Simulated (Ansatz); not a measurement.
The calculation used Ansatz, DFT PBE, scalar-relativistic, plane waves, PAW. Settings: cutoff 420 eV, Γ-centred meshes spaced at most about 0.3 Å⁻¹, and about 0.25 Å⁻¹ or finer for metals (2π included), Gaussian smearing. No spin polarisation in the final relaxations.

These are static total energies at zero pressure. All come from trial cells, and lower structures may exist.

Question: Which of these relaxed structures of CaSi2N3 is the lowest in energy?
A.

```xyz
6
Lattice="5.6570 0.0000 0.0000 -2.8285 4.8991 0.0000 0.0000 0.0000 4.0582" Properties=species:S:1:pos:R:3 pbc="T T T"
Ca    0.0000    0.0000    0.0000
Si    0.0000    3.2661    0.0000
Si    2.8285    1.6330    0.0000
N     2.8285    0.0000    0.0000
N    -1.4143    2.4496    0.0000
N     1.4143    2.4496    0.0000
```

B.

```xyz
6
Lattice="5.2006 0.0000 0.0000 -2.6003 4.5038 0.0000 0.0000 0.0000 2.6048" Properties=species:S:1:pos:R:3 pbc="T T T"
Ca    0.0000    0.0000    1.3024
Si    2.6003    1.5013    1.3024
Si    0.0000    3.0025    1.3024
N    -1.3001    2.2519    0.0000
N     1.3001    2.2519    0.0000
N     2.6003    0.0000    0.0000
```

C.

```xyz
6
Lattice="2.7705 1.5996 4.2872 -2.7705 1.5996 4.2872 0.0000 -3.1991 4.2872" Properties=species:S:1:pos:R:3 pbc="T T T"
Ca    0.0000    0.0000    0.0000
Si    0.0000    0.0000   10.2089
Si    0.0000    0.0000    2.6527
N    -1.3853    0.7998    2.1436
N     1.3853    0.7998    2.1436
N     0.0000   -1.5996    2.1436
```

Answer: A. It has space group P6/mmm (No. 191); the next, C, with space group R-3m (No. 166), lies 210 meV/atom higher. The shortest distance is 1.63 Å (Si–N) in the lowest and 1.68 Å (Si–N) in the next.

In P6/mmm at 18.7 Å³/atom, R-3m, P6/mmm at 10.2 Å³/atom an odd number of electrons in the primitive cell allows no gap without spin; a larger cell or a magnetic state could open one. A magnetic state wasn't ruled out in cells without spin, among them P6/mmm at 18.7 Å³/atom. Cells relaxed within their symmetry can be saddle points. Some structure types and database cells were kept out of the candidates from the start, so a known form may be missing.
